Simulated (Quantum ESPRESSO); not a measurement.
## Al3ZnN3O (input and log of a self-consistent run)

Computed values, not a measurement. The program is pw.x of Quantum ESPRESSO 7.5 (plane-wave density functional theory). The cell is made up: 8 atoms on a wurtzite lattice, with randomly drawn elements, strain and displacements, not relaxed. PseudoDojo standard norm-conserving files (v0.5 for PBE, v0.4.1 for LDA and PBEsol) set the functional; there is no spin polarisation, spin-orbit coupling or dispersion term, and the masses in the input are unused placeholders.

Input:

```
&control calculation='scf', pseudo_dir='./dojo.nc.sr.pbe.v0_5.standard.upf', outdir='./o', disk_io='medium', tprnfor=.true., tstress=.true. /
&system ibrav=0, nat=8, ntyp=4, nbnd=31, ecutwfc=84.00895049, nosym=.true., tot_charge=0,
 occupations='smearing', smearing='fd', degauss=0.0018374661
/
&electrons conv_thr=7.350e-09, electron_maxstep=60, /
ATOMIC_SPECIES
Al 1.0 Al.upf
N 1.0 N.upf
O 1.0 O.upf
Zn 1.0 Zn.upf
CELL_PARAMETERS angstrom
3.0553 0.0107 0.0343
0.0186 5.3353 0.009
0.0559 0.0085 5.1137
ATOMIC_POSITIONS angstrom
Al -0.1047 0.0321 0.1201
Zn 1.4766 2.6165 0.0191
Al 1.5842 0.9665 2.5244
Al 0.095 3.3401 2.55
N 0.0479 -0.0825 1.8907
N 1.4896 2.7063 2.087
N 1.7496 0.8306 4.4087
O 0.1117 3.4323 4.578
K_POINTS automatic
6 4 4 1 1 1
```

The log is shortened where brackets say so; the opening notice, blank lines, dates and the lines on written files are dropped, and the path of the files is cut. It prints rydbergs, bohrs and kilobars, and counts compression as positive stress. With no partly filled state, the Fermi energy that it prints is only some level between the filled and the empty states on the mesh, and need not lie in the true gap.

```
     Program PWSCF v.7.5
     Parallel version (MPI & OpenMP), running on       1 processor cores
     Number of MPI processes:                 1
     Threads/MPI process:                     1
     [start-up lines left out]
     bravais-lattice index     =            0
     lattice parameter (alat)  =       5.7741  a.u.
     unit-cell volume          =     562.4511 (a.u.)^3
     number of atoms/cell      =            8
     number of atomic types    =            4
     number of electrons       =        50.00
     number of Kohn-Sham states=           31
     kinetic-energy cutoff     =      84.0090  Ry
     charge density cutoff     =     336.0358  Ry
     scf convergence threshold =      7.3E-09
     mixing beta               =       0.7000
     number of iterations used =            8  plain     mixing
     Exchange-correlation= PBE
                           (   1   4   3   4   0   0   0)
     [axes and pseudopotential details left out]
   Cartesian axes
     site n.     atom                  positions (alat units)
         1        Al     tau(   1) = (  -0.0342660   0.0105056   0.0393060  )
         2        Zn     tau(   2) = (   0.4832579   0.8563215   0.0062510  )
         3        Al     tau(   3) = (   0.5184730   0.3163137   0.8261792  )
         4        Al     tau(   4) = (   0.0310914   1.0931395   0.8345576  )
         5        N      tau(   5) = (   0.0156766  -0.0270004   0.6187835  )
         6        N      tau(   6) = (   0.4875125   0.8857110   0.6830281  )
         7        N      tau(   7) = (   0.5726047   0.2718367   1.4428682  )
         8        O      tau(   8) = (   0.0365569   1.1233145   1.4982763  )
     number of k points=    48  Fermi-Dirac smearing, width (Ry)=  0.0018
                       cart. coord. in units 2pi/alat
        k(    1) = (   0.0822628   0.0711761   0.0736718), wk =   0.0416667
        k(    2) = (   0.0805864   0.0709299   0.2230692), wk =   0.0416667
     [further k points left out]
     Dense  grid:    58513 G-vectors     FFT dimensions: (  36,  60,  60)
     Estimated max dynamical RAM per process >      74.16 MB
     Initial potential from superposition of free atoms
     starting charge      49.9925, renormalised to      50.0000
     Starting wfcs are   38 randomized atomic wfcs
     total cpu time spent up to now is        7.8 secs
     per-process dynamical memory:    50.5 Mb
     Self-consistent Calculation
     iteration #  1     ecut=    84.01 Ry     beta= 0.70
     Davidson diagonalization with overlap
     ethr =  1.00E-02,  avg # of iterations =  3.1
     total cpu time spent up to now is       25.1 secs
     total energy              =    -526.65842781 Ry
     estimated scf accuracy    <       2.55224530 Ry
     iteration #  2     ecut=    84.01 Ry     beta= 0.70
     Davidson diagonalization with overlap
     ethr =  5.10E-03,  avg # of iterations =  2.6
     total cpu time spent up to now is       38.6 secs
     total energy              =    -527.41720860 Ry
     estimated scf accuracy    <       2.01418479 Ry
     iteration #  3     ecut=    84.01 Ry     beta= 0.70
     Davidson diagonalization with overlap
     ethr =  4.03E-03,  avg # of iterations =  2.0
     total cpu time spent up to now is       48.9 secs
     total energy              =    -527.75849260 Ry
     estimated scf accuracy    <       0.03021979 Ry
     iteration #  4     ecut=    84.01 Ry     beta= 0.70
     Davidson diagonalization with overlap
     ethr =  6.04E-05,  avg # of iterations =  8.6
     total cpu time spent up to now is       65.7 secs
     total energy              =    -527.77449482 Ry
     estimated scf accuracy    <       0.01064781 Ry
     iteration #  5     ecut=    84.01 Ry     beta= 0.70
     Davidson diagonalization with overlap
     ethr =  2.13E-05,  avg # of iterations =  2.2
     total cpu time spent up to now is       74.6 secs
     total energy              =    -527.77532567 Ry
     estimated scf accuracy    <       0.00376065 Ry
     [iterations 6 to 7 left out]
     iteration #  8     ecut=    84.01 Ry     beta= 0.70
     Davidson diagonalization with overlap
     ethr =  4.57E-08,  avg # of iterations =  3.6
     total cpu time spent up to now is      122.8 secs
     total energy              =    -527.77553740 Ry
     estimated scf accuracy    <       0.00000852 Ry
     iteration #  9     ecut=    84.01 Ry     beta= 0.70
     Davidson diagonalization with overlap
     ethr =  1.70E-08,  avg # of iterations =  2.0
     total cpu time spent up to now is      134.7 secs
     total energy              =    -527.77553764 Ry
     estimated scf accuracy    <       0.00000170 Ry
     iteration # 10     ecut=    84.01 Ry     beta= 0.70
     Davidson diagonalization with overlap
     ethr =  3.40E-09,  avg # of iterations =  2.0
     total cpu time spent up to now is      146.4 secs
     total energy              =    -527.77553814 Ry
     estimated scf accuracy    <       0.00000009 Ry
     iteration # 11     ecut=    84.01 Ry     beta= 0.70
     Davidson diagonalization with overlap
     ethr =  1.78E-10,  avg # of iterations =  2.1
     total cpu time spent up to now is      157.5 secs
     total energy              =    -527.77553814 Ry
     estimated scf accuracy    <       0.00000004 Ry
     iteration # 12     ecut=    84.01 Ry     beta= 0.70
     Davidson diagonalization with overlap
     ethr =  7.46E-11,  avg # of iterations =  2.0
     total cpu time spent up to now is      167.5 secs
     End of self-consistent calculation
          k = 0.0823 0.0712 0.0737 (  7327 PWs)   bands (ev):
  -115.1017 -69.3388 -69.3153 -69.2924 -10.0570  -6.4001  -5.0471  -4.1635
     1.8800   2.1313   2.2286   2.9656   3.6051   3.7030   3.7784   4.2608
     5.3216   5.6885   6.6951   7.1281   7.3671   7.6487   7.8716   8.3376
     8.6536  12.2245  13.9335  14.8264  15.6792  16.5794  17.5133
     [levels at the other k points left out]
     the Fermi energy is     9.8891 ev
!    total energy              =    -527.77553814 Ry
     estimated scf accuracy    <          7.0E-09 Ry
     smearing contrib. (-TS)   =       0.00000000 Ry
     internal energy E=F+TS    =    -527.77553814 Ry
     The total energy is F=E-TS. E is the sum of the following terms:
     one-electron contribution =    -443.53420917 Ry
     hartree contribution      =     246.52982094 Ry
     xc contribution           =     -79.11482276 Ry
     ewald contribution        =    -251.65632716 Ry
     convergence has been achieved in  12 iterations
     Forces acting on atoms (cartesian axes, Ry/au):
     atom    1 type  1   force =     0.13839164   -0.06607111   -0.06909544
     atom    2 type  4   force =     0.09207108   -0.08737362    0.07133543
     atom    3 type  1   force =    -0.00401969   -0.13194865    0.03956337
     atom    4 type  1   force =    -0.22972106    0.21829212    0.10067134
     atom    5 type  2   force =     0.00435062    0.01546309    0.06087737
     atom    6 type  2   force =     0.23467323   -0.10425819   -0.07072651
     atom    7 type  2   force =    -0.13325345   -0.01109943   -0.02112062
     atom    8 type  3   force =    -0.10249238    0.16699578   -0.11150493
     Total force =     0.568419     Total SCF correction =     0.000114
     Computing stress (Cartesian axis) and pressure
          total   stress  (Ry/bohr**3)                   (kbar)     P=      201.44
   0.00261413  -0.00113455   0.00002998          384.55     -166.90        4.41
  -0.00113455   0.00097128  -0.00009858         -166.90      142.88      -14.50
   0.00002998  -0.00009858   0.00052265            4.41      -14.50       76.88
     init_run     :      6.50s CPU      7.73s WALL (       1 calls)
     electrons    :    142.51s CPU    159.74s WALL (       1 calls)
     forces       :      2.37s CPU      2.40s WALL (       1 calls)
     stress       :      9.39s CPU      9.45s WALL (       1 calls)
     [timing details left out]
     PWSCF        :   2m40.93s CPU   3m 0.27s WALL
     JOB DONE.
```

In other units: free energy -7180.752 eV for the cell, pressure 20.14 GPa, largest force component 6.034 eV/Å. A rerun of this cell at 1437 eV and a 8 x 6 x 6 mesh moved values by no more than 0.002 eV in energy, 0.02 GPa in stress and 0.002 eV/Å in force.